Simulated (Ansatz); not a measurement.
# From the elastic tensor of ZnPt$_{3}$ at 5 GPa (stress–strain coefficients) to moduli and sound speeds

Computed with Ansatz 0.2.0, DFT LDA, scalar-relativistic, plane waves, PAW. Settings: 420 eV plane-wave cutoff, Γ-centred 12×12×12 mesh, Fermi-Dirac smearing of 0.15 eV. No spin polarisation.

It takes space group Pm-3m (No. 221, cubic). The conventional cell has a = 3.826 Å, b = 3.826 Å, c = 3.826 Å, α = 90.00°, β = 90.00°, γ = 90.00°. Around Zn (site symmetry m-3m) lie 12 Pt at 2.71 Å. Pt (site symmetry 4/mmm) is surrounded by 4 Zn at 2.71 Å and 8 Pt at 2.71 Å.

In a metal, frequencies and elastic constants depend on the k mesh and the smearing, soft modes and shear constants most. Spin–orbit coupling is left out, which can shift energies with elements as heavy as these. Other phases may be more stable at this pressure.

Relaxed-ion constants (GPa, on the Cartesian axes of the calculation):
C11 = 366.6, C12 = 248.9, C13 = 248.9, C22 = 366.6, C23 = 248.9, C33 = 366.6, C44 = 126.9, C55 = 126.9, C66 = 126.9 GPa; the others vanish.

Density 19.293 g/cm³; 4 atoms in 56.00 Å³.

The values that follow are for a polycrystal of randomly turned grains, by Hill's mean where one number stands.

With S = C⁻¹: B_V = (C11+C22+C33+2(C12+C13+C23))/9, G_V = (C11+C22+C33−C12−C13−C23+3(C44+C55+C66))/15, 1/B_R = S11+S22+S33+2(S12+S13+S23), 15/G_R = 4(S11+S22+S33−S12−S13−S23)+3(S44+S55+S66); Hill is their mean. Then v_l = √((B+4G/3)/ρ), v_t = √(G/ρ), v_m = [(2/v_t³+1/v_l³)/3]^(−1/3) and Θ = (ħ/k_B)·v_m·(6π²n/V)^(1/3) for n atoms in the volume V; E = 9BG/(3B+G), ν = (3B−2G)/(2(3B+G)) and A^U = 5G_V/G_R + B_V/B_R − 6.

```
Bulk modulus, Voigt / Reuss / Hill          : 288.2 / 288.2 / 288.2 GPa
Shear modulus, Voigt / Reuss / Hill         : 99.6 / 86.7 / 93.2 GPa
Young's modulus                             : 252 GPa
Poisson ratio                               : 0.354
Pugh ratio B/G                              : 3.09
Universal anisotropy index                  : 0.74
Longitudinal and transverse sound speeds    : 4623 and 2198 m/s
Debye temperature from the mean sound speed : 305 K
```

Cost: 1 run of about 2 core-minutes, on Arm Neoverse V2 (shared hosts).